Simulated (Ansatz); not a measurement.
Ansatz (a first-principles code) input:

Ansatz 0.2 input:
```yaml
crystal:
  lattice:
    - [3.976415828, 0.0, 0.0]
    - [0.0, 3.976415828, 0.0]
    - [0.0, 0.0, 3.976415828]
  atoms:
    - { symbol: La, position: [0.0, 0.0, 0.0] }
    - { symbol: Mg, position: [0.5, 0.5, 0.5] }
kpoints:
  mp_grid: { grid: [10, 10, 10] }
hamiltonian:
  xc: r2scan
  pseudopotentials: { kind: paw }
scf:
  occupations: { method: gaussian, width: 0.1 }
checkpoint: { read: metal.run }
output: { write_density: true, elf: true, volumetric_format: npy }
basis: { fft_grid_basis: typed }
```

Output (shortened):

```
Pseudopotentials: kind: paw
Pseudopotential: La, paw, valence charge 11
Pseudopotential: Mg, paw, valence charge 10
Functional definition: r2SCAN
Crystal: 2 atoms, lattice volume = 62.875 Å³
Basis set: ecut = 500 eV, 1575 PW (Γ), exchange–correlation on 120×120×120 points (64 copies of the dense FFT grid, shifted against one another)
Bands: 19, of which v1, the nominal top of the filled ones, is band 11 counted from 1 (10 counted from 0)
Symmetry: 48 space group operations
Space group: Pm-3m (ITA 221), of the structure as read, at distance tolerance 4.0e-5 Å
k-points: 56 of 1000
PAW frozen core: La, regenerated for the run's functional
PAW frozen core: Mg, regenerated for the run's functional
Initial density: read from a saved state, or passed on in memory by an earlier SCF of this step, an earlier step, the calling program or the single point that …
Stability of the state it starts from, as read at its close in the unpolarized treatment …
Initial wavefunctions: pseudopotential atomic-orbital guess
Eigensolver: davidson
Functional: x = r2scan, c = r2scan; τ floored in thin density (d = 2e-4 eV/Å³)
iter 1 solved again at ethr=1.56e-8 eV; its pass at ethr=3.10e-3 eV (dr2=3.28e-6 eV) is discarded
SCF iter   1: F=—  HF=-8191.339048 eV  |F-HF|=—  |Δ(HF+E_count)|=         —  Δρ=1.68e-7  dr2=1.28e-11  dr2_τ=1.81e-12  ethr=1.56e-8  ⟨swp⟩=4.1  Hψ=7961  notcnv=0
all-band conjugate gradients solve this SCF's bands
preconditioner: auto → Kerker (q_TF=auto, 2.273 Å⁻¹)
SCF iter   2: F=-8191.339048 eV  HF=-8191.339048 eV  |F-HF|=1.09e-11  |Δ(HF+E_count)|=   5.69e-8  Δρ=8.52e-8  dr2=2.83e-12  dr2_τ=1.36e-12  ethr=1.00e-12  ⟨swp⟩=5.4  Hψ=3391  notcnv=0
SCF 1 converged in 2 iterations: F = -8191.339048 eV  dr2 = 2.83e-12
SCF converged after 2 iterations
Free energy (F): -8191.339048 eV
Harris-Foulkes:  -8191.339048 eV  (|F-HF|=1.09e-11)
Internal energy: -8191.327871 eV  (E = F + TS)
E sigma→0 (E₀):  -8191.333459 eV
Entropy (-TS):   -0.011177 eV (-5.588 meV/atom)
Fermi energy:    8.446660 eV
--- Per-component energies (eV) ---
  E_band       = -421.861313
  E_kinetic    = 265.299324
  E_local      = -2016.055336  (includes V_loc(G=0)·N_el)
  E_nonlocal   = 188.884497
  E_hartree    = 715.962758
  E_xc         = -157.675498
  E_vxc        = -197.543420  (∫ρ·V_xc dr)
  E_paw        = -5733.000466  (= ΣΔE_a)
  E_vpaw       = -105.063861  (= ΣTr[D̂ρ^β])
  E_aug_tail   = -0.000001  (compensation charges beyond the density's cutoff)
  E_vtau       = 10.691945  (kinetic-family band-sum trace: ∫τ·v_τ [+ j·A + Jᵃ·Aᵃ] dr)
  E_ewald      = -1454.785453
  E_core_change = 0.042304  (= ΣΔE_core)
  E_smearing   = -0.011177  (= −TS)
  E_closure    =  0.000000  (closes the sum)
  Σ components = -8191.339048   (vs F -8191.339048, Δ=0.00e0)
  [band-id]    e_kinetic+e_local+e_nonlocal+2·e_hartree+e_vxc+e_vpaw+e_augmentation_tail+e_vtau = -421.861337   (vs E_band -421.861313, Δ=-2.41e-5)
--- Band table (eV; the first three rows and the last of 56) ---
  k-point 0: bands = ["-70.0496", "-35.1493", "-35.1493", "-35.1493", "-25.6717", "-8.7263", "-8.7263", "-8.7263", "3.3684", "7.9029", "7.9029", "10.3243", "10.3243", "10.3243", "10.4269", "10.4269", "10.4269", "10.6364", "12.3338"]
  k-point 1: bands = ["-70.0496", "-35.1494", "-35.1493", "-35.1493", "-25.6683", "-8.7775", "-8.7217", "-8.7217", "3.5110", "7.9627", "7.9642", "10.2668", "10.3108", "10.3108", "10.4068", "10.4263", "10.4263", "10.6271", "11.9232"]
  k-point 2: bands = ["-70.0496", "-35.1498", "-35.1493", "-35.1493", "-25.6591", "-8.9081", "-8.7097", "-8.7097", "3.9143", "8.0070", "8.1330", "10.1520", "10.2480", "10.2480", "10.3438", "10.4271", "10.4271", "10.6040", "11.3102"]
  k-point 55: bands = ["-70.0495", "-35.1504", "-35.1504", "-35.1504", "-25.5662", "-9.0744", "-9.0744", "-9.0744", "6.7653", "6.7653", "6.7653", "8.8991", "10.4418", "10.4418", "10.4418", "10.6533", "10.6533", "10.6533", "11.7116"]
  band table: 19 of 19 bands, residual norms ≤ 1.0e-3 eV
```

Cost: roughly 7 core-seconds on shared cores.

The workflow started from an entry of the Crystallography Open Database (COD). Whether it is the stable phase at ambient conditions was not checked. The cell was relaxed with r²SCAN under the symmetry of its start; whether a distortion lowers the energy is not shown. Scalar-relativistic: spin–orbit coupling is off unless named, which matters more the heavier the elements.

Potentials: the later of the program's two PAW sets.

Ansatz is a plane-wave DFT program.
